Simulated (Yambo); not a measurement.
G0W0@LDA for GaAs (zinc blende, space group F-43m, No. 216) in Yambo. Reference settings: 4×4×4 Γ-centred k mesh, 111 bands and a 10 Ry block in the screening, 111 bands in G with the Bruneval-Gonze terminator, plasmon pole fitted at 27.2 eV. The LDA gap Γ → Γ on this mesh is 0.49 eV; G0W0 gaps are taken between the same points.

Gap (Γ → Γ) in eV against the number of bands and the screening block, terminator on:

```
bands (W and G)   2 Ry   4 Ry   6 Ry   8 Ry  10 Ry
---------------  -----  -----  -----  -----  -----
28               1.407  1.451  1.454  1.458  1.461
43               1.353  1.399  1.402  1.407  1.412
61               1.326  1.365  1.366  1.370  1.373
86               1.306  1.341  1.339  1.342  1.346
111              1.294  1.324  1.318  1.321  1.326
```

Rough cost of the Yambo step against the reference (shared machines):

```tsv
bands (W and G)	2 Ry	4 Ry	6 Ry	8 Ry	10 Ry
28	1/8	1/7	1/7	1/6	1/5
43	1/4	1/4	1/4	1/3	1/3
61	1/3	1/3	1/3	1/2	~1
86	1/2	~1	~1	~1	~1
111	~1	~1	~1	~1	1
```

At the largest block the last step in bands moves the gap by -0.020 eV; at the most bands the last step in the block moves it by 0.005 eV.

Spin-orbit splittings are left out.

The standard potentials for As, Ga keep a d shell in the valence without the s and p states of that shell. In tests on such compounds this moved G0W0 gaps by up to about 0.9 eV, so absolute quasiparticle energies here are unreliable; differences between settings are what counts.

Geometry relaxed with LDA; primitive cell a = b = c = 3.9602 Å, α = β = γ = 60.00°.
